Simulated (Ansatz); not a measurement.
Q: Name crystals whose computed values (PBE in the plane-wave PAW code Ansatz) fall in these windows: gap (eV) 0.18 to 0.26; HSE06 gap (eV) 0.50 to 0.64.

A: 

```json
[
 {"crystal": "Mg2Si, fluorite or antifluorite type", "gap (eV)": "0.22", "HSE06 gap (eV)": "0.58"}
]
```
Others may fit too.

The cell was relaxed under the symmetry of its start.

Potentials: the later of the program's two PAW sets.
